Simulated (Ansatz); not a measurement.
Pressure against volume: Ti

```cif
data_structure
_symmetry_space_group_name_H-M 'Im-3m'
_symmetry_Int_Tables_number 229
_cell_length_a 3.2820
_cell_length_b 3.2820
_cell_length_c 3.2820
_cell_angle_alpha 90.000
_cell_angle_beta 90.000
_cell_angle_gamma 90.000
_cell_volume 35.35
loop_
_atom_site_label
_atom_site_type_symbol
_atom_site_symmetry_multiplicity
_atom_site_Wyckoff_symbol
_atom_site_fract_x
_atom_site_fract_y
_atom_site_fract_z
_atom_site_occupancy
Ti1 Ti 2 a 0.00000 0.00000 0.00000 1
```

The runs use the primitive cell with vectors (-1.641, 1.641, 1.641), (1.641, -1.641, 1.641), (1.641, 1.641, -1.641) Å, to which the k mesh refers.

The geometry is COD entry 9012924, unchecked; take it as a test cell.

Methods: DFT, PBEsol, all-electron LAPW, scalar-relativistic (Ansatz 0.2.0); DFT, PBEsol, PAW with Ansatz's default frozen-core files, scalar-relativistic (Ansatz 0.2.0).

For LAPW: a Γ-centred 14×14×14 k mesh, Fermi–Dirac smearing of 0.05 eV, basis error target 0.25 meV/atom, no spin polarisation. PAW takes a cutoff of 420 eV at this cell (files made with PBE, cores remade for this functional). The Ansatz runs share mesh, smearing and spin set-up. Plane-wave (PAW) pressures include the program's estimate of the Pulay term.

The cell above is scaled evenly, with fractional coordinates and shape held.

```tsv
V/V(cell)	V (Å³/atom)	P, LAPW (GPa)	P, PAW (GPa)	free energy over the lowest listed, PAW (meV/atom)
0.9400	16.616	-0.50	-0.49	0.0
0.9500	16.792	-1.64	-1.63	1.2
0.9600	16.969	-2.74	-2.73	3.6
0.9750	17.234	-4.29	-4.28	9.4
0.9800	17.323	-4.78	-4.78	11.9
0.9900	17.499	-5.74	-5.74	17.7
1.0000	17.676	-6.66	-6.65	24.5
1.0100	17.853	-7.53	-7.53	32.4
1.0200	18.030	-8.37	-8.37	41.1
1.0250	18.118	-8.77	-8.77	45.9
1.0400	18.383	-9.93	-9.93	61.4
1.0500	18.560	-10.66	-10.66	72.7
1.0600	18.737	-11.36	-11.35	84.9
```
